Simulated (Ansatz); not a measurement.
Ti2InC:
```
CELL_PARAMETERS angstrom
      3.13169     0.00000     0.00000
     -1.56585     2.71213     0.00000
      0.00000     0.00000    14.13490
ATOMIC_POSITIONS crystal
  Ti 0.66667 0.33333 0.57858
  Ti 0.33333 0.66667 0.42142
  Ti 0.33333 0.66667 0.07858
  Ti 0.66667 0.33333 0.92142
  In 0.66667 0.33333 0.25000
  In 0.33333 0.66667 0.75000
  C  0.00000 0.00000 0.50000
  C  0.00000 0.00000 0.00000
```

Relaxed with r²SCAN.

Question: Give the Bader charges and basin volumes of the independent atoms, r²SCAN (plane waves, PAW; program Ansatz).

Answer: 

```json
[
 {"atom": "Ti1", "Bader charge (e)": "+1.48", "Bader volume (Å³)": "10.2"},
 {"atom": "In5", "Bader charge (e)": "-0.83", "Bader volume (Å³)": "25.9"},
 {"atom": "C7", "Bader charge (e)": "-2.13", "Bader volume (Å³)": "13.8"}
]
```

Space group P6_3/mmc. The workflow started from a Materials Project entry (that database holds measured and hypothetical structures alike); the Crystallography Open Database copy checked does not list it. Whether it is the stable phase at ambient conditions was not checked. The cell was relaxed with r²SCAN under the symmetry of its start; whether a distortion lowers the energy is not shown. No spin polarisation was allowed.

Potentials: the later of the program's two PAW sets.
